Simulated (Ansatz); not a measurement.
**Reading a calculation: zincblende-structured LuBi**

Method: PBEsol, scalar-relativistic; no spin polarisation; PAW, 420 eV, Γ-centred 8×8×8 mesh, 0.05 eV Gaussian smearing; code Ansatz; PAW files: Ansatz's generated set soft_2.

This is a trial structure: such lanthanide and actinide compounds mostly take the rock-salt structure.

The relaxed structure (symmetry read at 0.01 Å). The structure is cubic, space group F-43m (No. 216). Conventional cell: a = 6.873 Å, b = 6.873 Å, c = 6.873 Å, α = 90.00°, β = 90.00°, γ = 90.00°. Around Lu (site symmetry -43m) lie 4 Bi at 2.98 Å. Around Bi (site symmetry -43m) lie 4 Lu at 2.98 Å. (Shells end 15 % past the nearest neighbour.)

Results at this level of theory:

| Item | Value |
| --- | --- |
| Volume | 40.59 Å³/atom |
| Band gap | 1.42 eV |
| Smallest direct gap | 1.42 eV |
| f electrons (orthogonalised atomic orbitals) | Lu 14.00 |
| Formation energy from the elements (0 K, uncorrected) | -0.20 eV/atom |
| Bulk modulus (Birch–Murnaghan) | 37 GPa |
| Pressure derivative B0′ | 4.1 |
| Shear modulus (Hill) | 3.1 GPa |
| Young's modulus | 8.9 GPa |
| Poisson's ratio | 0.46 |
| Elastically stable | yes |

Q: Should it be a metal or an insulator?

A: Formal charges Lu³⁺, Bi³⁻ balance and leave closed shells on every ion, so a band insulator is expected, and the gap is 1.42 eV.

It is direct, 1.42 eV. Within 0.6 eV of the edges the projected states are 68 % Bi 6p at the top of the valence band and 93 % Lu 5d at the bottom of the conduction band. Spin–orbit coupling, left out here, shifts 6p levels by as much as this gap and could close it. The valence edge mixes anion p with metal states, so the bond is partly covalent and the gap isn't a plain transfer from Bi to Lu.

Q: How stiff is it, in energy terms?

A: B0·V0 = 37.5 GPa × 40.56 Å³ = 9.49 eV/atom sets the scale: near the minimum ΔE ≈ ½ B0 V0 x², with x = V/V0 − 1, and a pressure of 0.4 GPa squeezes the volume by about 1 %. At the ends of the curve: x = −3.9 % predicts 7.4 meV/atom and the run gives 7.9; x = +4.1 % predicts 7.8 meV/atom and the run gives 7.3. Compression costs more and expansion less than the parabola says, since the crystal stiffens as it shrinks; B0′ measures that.

Q: Which Debye temperature follows from the elastic moduli?

A: K = 37 GPa and G = 3.1 GPa (Hill). With a density of 7.854 g/cm³ (mean mass 192.0 u, 40.59 Å³/atom), K = 37.4 and G = 3.05 GPa from the unrounded constants, v_l = √((K + 4G/3)/ρ) = 2300 m/s and v_t = √(G/ρ) = 620 m/s. The mean [(1/v_l³ + 2/v_t³)/3]^(−1/3) is 710 m/s, and θ_D = (ħ/k_B)(6π²/V)^(1/3) v_m ≈ 62 K, with V the volume an atom.

Kohn–Sham gaps of semilocal functionals lie under measured ones, often by a third or more. No spin–orbit coupling, a notable omission for heavy elements.
